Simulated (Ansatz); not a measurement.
Geometry optimisation in Ansatz: input, command and trajectory.

```yaml
crystal:
  lattice:
    - [3.4964011281, 0.0, 0.0]
    - [-1.748200564, 3.0279721987, 0.0]
    - [0.0, 0.0, 13.7008448591]
  atoms:
    - { symbol: Te, position: [0.3333333333, 0.6666666667, 0.6173401535] }
    - { symbol: Te, position: [0.6666666667, 0.3333333333, 0.1173401535] }
    - { symbol: Te, position: [0.3333333333, 0.6666666667, 0.8826598465] }
    - { symbol: Te, position: [0.6666666667, 0.3333333333, 0.3826598465] }
    - { symbol: Mo, position: [0.3333333333, 0.6666666667, 0.25] }
    - { symbol: Mo, position: [0.6666666667, 0.3333333333, 0.75] }
basis:
  ecutwfc: 420
kpoints:
  mp_grid: { grid: [12, 12, 2] }
hamiltonian:
  xc: pbe
scf:
  occupations: { method: gaussian, width: 0.02 }
output:
  forces: true
  stress: true
  eigenvalues: true
  write_density: true
  write_potential: true
  elf: true
  volumetric_format: npy
relax:
  adjacent_minimum: "off"
  f_tol: 0.005
  max_steps: 50
  cell: { stress_tol: 0.05 }
```

```bash
ansatz run input.yaml --threads 2 --pin off --max-ram 5120MiB --backend cpu --events-out ev --progress --plain --runs-dir out
```

Theory: Ansatz, DFT PBE, scalar-relativistic, plane waves, PAW.

Of 11 frames 9 are shown, positions in Å and forces in eV/Å; the SCF threshold varies from step to step. Steps run on the plane waves of an earlier cell, with a Pulay correction in the pressure. The basis is chosen afresh for the last frame, the zero of the energies, and at times for earlier ones too; energy and pressure step there, also at an unchanged geometry. The end is built of layers, and without a dispersion correction their distances are poorly fixed.

```xyz
6
Lattice="3.4964 0.0000 0.0000 -1.7482 3.0280 0.0000 0.0000 0.0000 13.7008" Properties=species:S:1:pos:R:3:forces:R:3 pbc="T T T" step=1 free_energy_over_end_meV_per_atom=28.33 pressure_GPa=3.68
Te    0.0000    2.0186    8.4581    0.0000    0.0000   -0.0020
Te    1.7482    1.0093    1.6077    0.0000    0.0000   -0.0020
Te    0.0000    2.0186   12.0932    0.0000    0.0000    0.0020
Te    1.7482    1.0093    5.2428    0.0000    0.0000    0.0020
Mo    0.0000    2.0186    3.4252    0.0000    0.0000    0.0000
Mo    1.7482    1.0093   10.2756    0.0000    0.0000    0.0000
6
Lattice="3.6591 0.0000 0.0000 -1.8295 3.1689 0.0000 0.0000 0.0000 14.3749" Properties=species:S:1:pos:R:3:forces:R:3 pbc="T T T" step=2 free_energy_over_end_meV_per_atom=20.51 pressure_GPa=-1.72
Te    0.0000    2.1126    9.0197    0.0000    0.0000   -0.1163
Te    1.8295    1.0563    1.8322    0.0000    0.0000   -0.1163
Te    0.0000    2.1126   12.5427    0.0000    0.0000    0.1163
Te    1.8295    1.0563    5.3552    0.0000    0.0000    0.1163
Mo    0.0000    2.1126    3.5937    0.0000    0.0000    0.0000
Mo    1.8295    1.0563   10.7812    0.0000    0.0000    0.0000
6
Lattice="3.5734 0.0000 0.0000 -1.7867 3.0946 0.0000 0.0000 0.0000 14.5349" Properties=species:S:1:pos:R:3:forces:R:3 pbc="T T T" step=3 free_energy_over_end_meV_per_atom=2.79 pressure_GPa=-0.10
Te    0.0000    2.0631    9.1017    0.0000    0.0000   -0.0090
Te    1.7867    1.0315    1.8342    0.0000    0.0000   -0.0090
Te    0.0000    2.0631   12.7007    0.0000    0.0000    0.0090
Te    1.7867    1.0315    5.4332    0.0000    0.0000    0.0090
Mo    0.0000    2.0631    3.6337    0.0000    0.0000    0.0000
Mo    1.7867    1.0315   10.9012    0.0000    0.0000    0.0000
6
Lattice="3.5563 0.0000 0.0000 -1.7781 3.0798 0.0000 0.0000 0.0000 14.7278" Properties=species:S:1:pos:R:3:forces:R:3 pbc="T T T" step=4 free_energy_over_end_meV_per_atom=1.55 pressure_GPa=0.24
Te    0.0000    2.0532    9.2394    0.0000    0.0000   -0.0097
Te    1.7781    1.0266    1.8755    0.0000    0.0000   -0.0097
Te    0.0000    2.0532   12.8522    0.0000    0.0000    0.0097
Te    1.7781    1.0266    5.4884    0.0000    0.0000    0.0097
Mo    0.0000    2.0532    3.6819    0.0000    0.0000    0.0000
Mo    1.7781    1.0266   11.0458    0.0000    0.0000    0.0000
6
Lattice="3.5570 0.0000 0.0000 -1.7785 3.0804 0.0000 0.0000 0.0000 15.0113" Properties=species:S:1:pos:R:3:forces:R:3 pbc="T T T" step=5 free_energy_over_end_meV_per_atom=1.16 pressure_GPa=-0.31
Te    0.0000    2.0536    9.4440    0.0000    0.0000    0.0898
Te    1.7785    1.0268    1.9383    0.0000    0.0000    0.0898
Te    0.0000    2.0536   13.0729    0.0000    0.0000   -0.0898
Te    1.7785    1.0268    5.5673    0.0000    0.0000   -0.0898
Mo    0.0000    2.0536    3.7528    0.0000    0.0000    0.0000
Mo    1.7785    1.0268   11.2585    0.0000    0.0000    0.0000
6
Lattice="3.5573 0.0000 0.0000 -1.7786 3.0807 0.0000 0.0000 0.0000 15.1212" Properties=species:S:1:pos:R:3:forces:R:3 pbc="T T T" step=7 free_energy_over_end_meV_per_atom=0.94 pressure_GPa=0.00
Te    0.0000    2.0538    9.5332    0.0000    0.0000   -0.0001
Te    1.7786    1.0269    1.9726    0.0000    0.0000   -0.0001
Te    0.0000    2.0538   13.1486    0.0000    0.0000    0.0001
Te    1.7786    1.0269    5.5880    0.0000    0.0000    0.0001
Mo    0.0000    2.0538    3.7803    0.0000    0.0000    0.0000
Mo    1.7786    1.0269   11.3409    0.0000    0.0000    0.0000
6
Lattice="3.5573 0.0000 0.0000 -1.7786 3.0807 0.0000 0.0000 0.0000 15.1212" Properties=species:S:1:pos:R:3:forces:R:3 pbc="T T T" step=8 free_energy_over_end_meV_per_atom=0.10 pressure_GPa=0.03
Te    0.0000    2.0538    9.5332    0.0000    0.0000    0.0005
Te    1.7786    1.0269    1.9726    0.0000    0.0000    0.0005
Te    0.0000    2.0538   13.1486    0.0000    0.0000   -0.0005
Te    1.7786    1.0269    5.5880    0.0000    0.0000   -0.0005
Mo    0.0000    2.0538    3.7803    0.0000    0.0000    0.0000
Mo    1.7786    1.0269   11.3409    0.0000    0.0000    0.0000
6
Lattice="3.5567 0.0000 0.0000 -1.7784 3.0802 0.0000 0.0000 0.0000 15.2339" Properties=species:S:1:pos:R:3:forces:R:3 pbc="T T T" step=9 free_energy_over_end_meV_per_atom=0.06 pressure_GPa=0.02
Te    0.0000    2.0535    9.6174    0.0000    0.0000    0.0007
Te    1.7784    1.0267    2.0004    0.0000    0.0000    0.0007
Te    0.0000    2.0535   13.2335    0.0000    0.0000   -0.0007
Te    1.7784    1.0267    5.6165    0.0000    0.0000   -0.0007
Mo    0.0000    2.0535    3.8085    0.0000    0.0000    0.0000
Mo    1.7784    1.0267   11.4255    0.0000    0.0000    0.0000
6
Lattice="3.5567 0.0000 0.0000 -1.7783 3.0802 0.0000 0.0000 0.0000 15.3227" Properties=species:S:1:pos:R:3:forces:R:3 pbc="T T T" step=11 free_energy_over_end_meV_per_atom=0.00 pressure_GPa=0.01
Te    0.0000    2.0534    9.6840    0.0000    0.0000   -0.0014
Te    1.7783    1.0267    2.0227    0.0000    0.0000   -0.0014
Te    0.0000    2.0534   13.3000    0.0000    0.0000    0.0014
Te    1.7783    1.0267    5.6387    0.0000    0.0000    0.0014
Mo    0.0000    2.0534    3.8307    0.0000    0.0000    0.0000
Mo    1.7783    1.0267   11.4920    0.0000    0.0000    0.0000
```

The run took 110 s on 2 threads of Arm Neoverse V2, with other jobs on the host, peak memory 0.61 GiB.